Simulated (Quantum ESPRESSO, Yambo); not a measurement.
Ba2MoZnO6 (space group Fm-3m, No. 225): one geometry, one set of PBEsol (pw.x of Quantum ESPRESSO, ONCV potentials, without SOC) orbitals, self-energies from Yambo (2×2×2 Γ-centred k mesh, bands 6 to 222 and a 7 Ry block in the screening, 222 bands in G with the Bruneval-Gonze terminator, plasmon pole fitted at 27.2 eV).

```json
[
 {"level": "PBEsol (Quantum ESPRESSO)", "gap Γ → X (eV)": "2.15", "direct gap at X (eV)": "2.19"},
 {"level": "exchange only (Hartree-Fock self-energy on PBEsol orbitals)", "gap Γ → X (eV)": "…", "direct gap at X (eV)": "…"},
 {"level": "static COHSEX@PBEsol", "gap Γ → X (eV)": "4.06", "direct gap at X (eV)": "4.09"},
 {"level": "G0W0@PBEsol, plasmon pole", "gap Γ → X (eV)": "…", "direct gap at X (eV)": "…"},
 {"level": "G0W0@PBEsol, multipole fit to 8 frequencies, no terminator", "gap Γ → X (eV)": "3.49", "direct gap at X (eV)": "3.54"}
]
```

### Question
Complete the blanks.

### Answer

- exchange only (Hartree-Fock self-energy on PBEsol orbitals), gap Γ → X (eV): 12.46
- exchange only (Hartree-Fock self-energy on PBEsol orbitals), direct gap at X (eV): 12.48
- G0W0@PBEsol, plasmon pole, gap Γ → X (eV): 3.46
- G0W0@PBEsol, plasmon pole, direct gap at X (eV): 3.51

Bare exchange has no screening and gives the widest gap; static COHSEX screens it but leaves out the frequency dependence, which G0W0 restores.

Nearest settings tried, and what they do to the gap: 151 bands in G: +10 meV; 151 bands in W, 151 bands in G: +47 meV; 6 Ry block (283 vectors against 331): -2 meV. Not varied: mesh. So the settings aren't converged at that level. Oxides, nitrides and fluorides with a shallow 3d shell are known to need far more bands and larger blocks. The k mesh is coarse.

Geometry of the Materials Project entry, not relaxed at this level; primitive cell a = b = c = 5.8271 Å, α = β = γ = 60.00°.

The structure is a Materials Project entry; no match was found in the copy of COD used, and its stability was not checked.
